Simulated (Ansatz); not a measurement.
Given:

PbTe (rock salt), conventional cell a = b = c = 6.535 Å, α = β = γ = 90.00°. The calculation uses the primitive cell of 2 atoms, to which meshes and values per cell refer.

E(V) scan at fixed shape, V₀ the volume above. Symmetry pins the atoms to their sites.

These are r2SCAN (plane waves to 500 eV, PAW, scalar-relativistic; Ansatz, a first-principles code) values and carry that method's errors. k mesh 9×9×9 (Γ-centred), Fermi-Dirac smearing 0.05 eV. The energy includes the smearing's −TS. Stress and pressure are positive under compression. PbTe was relaxed with its symmetry unable to fall. Spin-orbit coupling is left out, though Pb and Te are heavy. ΔE is measured from the relaxed starting cell.

The scan covers V/V₀ from 0.940 to 1.060 in 13 points.

What bulk modulus B₀ follows from a third-order Birch-Murnaghan fit?

42.1 GPa.

What is the fitted pressure derivative B₀′?

4.5.

(A scan under strain: stresses follow from slopes of the energy per volume, elastic moduli from its curvatures.)
